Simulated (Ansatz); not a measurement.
Below is a relaxed structure of ScIn₄. The cell was found from a structure generator's guess, not taken from experiment.

Computed with DFT PBE, scalar-relativistic, plane waves, PAW in Ansatz. Cutoff 420 eV, Γ-centred mesh, Gaussian smearing, collinear spin.

```cif
data_structure
_symmetry_space_group_name_H-M 'P 1'
_symmetry_Int_Tables_number 1
_cell_length_a 5.5201
_cell_length_b 5.5201
_cell_length_c 5.5201
_cell_angle_alpha 90.000
_cell_angle_beta 90.000
_cell_angle_gamma 90.000
_cell_volume 168.20
loop_
_atom_site_label
_atom_site_type_symbol
_atom_site_fract_x
_atom_site_fract_y
_atom_site_fract_z
_atom_site_occupancy
Sc1 Sc 0.50000 0.50000 0.50000 1
In1 In 0.50000 0.00000 0.00000 1
In2 In 0.00000 0.50000 0.00000 1
In3 In 0.00000 0.00000 0.50000 1
In4 In 0.00000 0.00000 0.00000 1
```

Energies over the elements count from the elements' standard structures at the same level, with no fitted energy shifts.

Question: Find its symmetry and describe it.

Answer: Pm-3m (No. 221). Conventional cell: a = 5.520 Å. Sc is surrounded by 12 In at 3.90 Å; In on a site of symmetry 4/mmm has 2 In at 2.76 Å, 4 Sc at 3.90 Å and 8 In at 3.90 Å; around In on a site of symmetry m-3m lie 6 In at 2.76 Å.

Question: What is its formation energy per atom?

Answer: +0.56 eV/atom. A positive value: parting into the elements would lower its energy.

Question: Is it a metal?

Answer: Yes, bands cross the Fermi level on the 8×8×8 mesh.

Question: Which magnetic moments does it keep?

Answer: 0.00 μB per atom net, the space between the atoms included; by site: all under 0.1 μB.

The last run used collinear spin, an 8×8×8 mesh for its 5-atom cell and Gaussian smearing of 0.10 eV. Symmetry constrained the relaxation, so the result can be a saddle point. Another cell of ScIn4 relaxed alike, in Im-3m, lies 0.51 eV/atom lower, so this cell isn't the stable form at this level.
